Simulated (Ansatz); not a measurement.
Relaxed-ion elastic tensor of Sb (simple cubic, Pm-3m) in GPa (Voigt order), r²SCAN+D4 (plane waves, PAW; program Ansatz); density 6.97 g/cm³, 28.99 Å³ per atom.

```tsv
	1	2	3	4	5	6
1	144	21.1	21.1	0.0	0.0	0.0
2	21.1	144	21.1	0.0	0.0	0.0
3	21.1	21.1	144	0.0	0.0	0.0
4	0.0	0.0	0.0	15.5	0.0	0.0
5	0.0	0.0	0.0	0.0	15.5	0.0
6	0.0	0.0	0.0	0.0	0.0	15.5
```

Task: Is the crystal mechanically stable?

Result: Yes: the smallest eigenvalue of C is 15.5 GPa.

Task: Work out the Voigt, Reuss and Hill averages.

Result: K_V = 62.0, K_R = 62.0, K_H = 62.0; G_V = 33.8, G_R = 22.1, G_H = 27.9 GPa.

Task: Give Young's modulus, Poisson's ratio, Pugh's ratio and the universal anisotropy index.

Result: E = 9KG/(3K + G) = 72.9 GPa; ν = 0.30; K/G = 2.22 (ductile by the Pugh limit of 1.75); A_U = 5G_V/G_R + K_V/K_R − 6 = 2.67.

Task: Estimate the sound speeds and the Debye temperature.

Result: v_l = √((K + 4G/3)/ρ) = 3770 m/s, v_t = √(G/ρ) = 2000 m/s, mean 2240 m/s; Θ = (h/k)(3n/4πV)^(1/3) v_m = 217 K.

Task: Give the Zener ratio and Young's modulus along [100], [110] and [111].

Result: A = 2C44/(C11 − C12) = 0.25; 1/E = S11 − 2(S11 − S12 − S44/2)Γ with Γ = 0, 1/4, 1/3 gives 138, 51.7, 42.8 GPa.

Task: Solve the Christoffel equation for the three sound speeds along [100], [110], [111].

Result: Eigenvalues of C_ijkl n_j n_l equal ρv². In km/s, slowest first: [100] 1.49, 1.49, 4.54; [110] 1.49, 2.97, 3.75; [111] 2.57, 2.57, 3.44.

The workflow started from a Materials Project entry (that database holds measured and hypothetical structures alike); the Crystallography Open Database files this formula in space group No. 221, but the cells were not matched. It is not the phase usual at ambient conditions (space group No. 166). Symmetry was held in the r²SCAN+D4 relaxation; its stability against distortions is not shown here. As this level gives no gap, shear constants depend on the k-mesh and smearing (Fermi–Dirac, 0.1 eV here). Scalar-relativistic: spin–orbit coupling is off unless named, which matters more the heavier the elements.

Potentials: the later of the program's two PAW sets.
